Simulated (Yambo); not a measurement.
# Convergence of the G0W0 gap of CaCd2P2

G0W0@PBEsol for CaCd₂P₂ (space group P-3m1, No. 164) in Yambo. Reference settings: 3×3×2 Γ-centred k mesh, bands 10 to 217 and a 8 Ry block in the screening, 217 bands in G with the Bruneval-Gonze terminator, plasmon pole fitted at 27.2 eV. The PBEsol gap Γ → Γ on this mesh is 0.75 eV; G0W0 gaps are taken between the same points.

```tsv
change from the reference	G0W0 gap Γ → Γ (eV)	shift of the valence edge (eV)	rough Yambo cost
reference settings	1.45	-0.60	1
86 bands in W, 86 bands in G	1.49	-0.31	about 1/3
142 bands in W, 142 bands in G	1.45	-0.50	within a factor of two
86 bands in G	1.45	-0.54	–
142 bands in G	1.44	-0.58	–
103 bands in W	1.47	-0.43	about 1/2
3 Ry block	1.31	-0.27	within a factor of two
2 Ry block	1.25	-0.13	within a factor of two
7 Ry block	1.44	-0.57	within a factor of two
pole fitted at 40 eV	1.44	-0.65	–
no random integration	1.42	-0.42	–
3×3×1 mesh	1.36	-0.52	about 1/4
86 bands in G, no terminator	1.37	-0.10	–
142 bands in G, no terminator	1.39	-0.37	–
no terminator	1.42	-0.50	–
```

The reference isn't shown to be the converged limit. Costs are rough (shared machines), scaled to the same edge states, and given only for runs that recompute the screening.

Spin-orbit splittings are left out.

Geometry of the Materials Project entry, not relaxed at this level; primitive cell a = b = 4.292 Å, c = 7.055 Å, α = β = 90.00°, γ = 120.00°.

A shift is the quasiparticle energy of the state minus its PBEsol energy.
